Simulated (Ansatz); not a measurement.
# Sn₃PbS₄: relaxed-ion elastic tensor

Level of theory: DFT PBE, scalar-relativistic, plane waves, PAW in Ansatz 0.2.0. Cutoff 420 eV, 6×8×4 k-points (Γ-centred), fixed occupations. No spin polarisation.

Equilibrium structure at this level:
```xyz
8
Lattice="4.4231 0.0000 0.0010 0.0000 4.0710 0.0000 -0.1105 0.0000 11.6001" Properties=species:S:1:pos:R:3 pbc="T T T"
Sn    3.7806    2.0355    4.4395
Sn    0.5067    0.0000    7.2000
Sn    1.5813    0.0000    1.5045
Pb    2.6665    2.0355   10.1661
S     2.2512    2.0355    7.4232
S     2.0418    0.0000    4.0777
S     0.1474    0.0000    9.8079
S     4.2750    2.0355    1.7853
```

It was reached by relaxing an invented guess, and it needn't be the stable form of this composition. Spin–orbit coupling is left out, which matters for heavy elements. No dispersion correction is applied, so modes and constants that involve weak contacts between layers, chains or molecules come out too soft.

Question: Give the relaxed-ion elastic constants (GPa, Voigt order xx yy zz yz xz xy, on the Cartesian axes of the cell above).

Answer:
C11 = 30.6, C12 = 27.5, C13 = 12.8, C15 = -0.2, C22 = 69.5, C23 = 9.1, C25 = -0.6, C33 = 36.6, C35 = 1.5, C44 = 13.4, C46 = -0.9, C55 = 14.3, C66 = 30.0 GPa; the others vanish.

Question: Is the crystal stable against homogeneous strain?

Answer: Yes: the least eigenvalue of the tensor is 13.4 GPa.

Question: And the moduli of a polycrystal (Hill averages)?

Answer: B = 24 GPa, G = 15 GPa, E = 38 GPa, ν = 0.24.
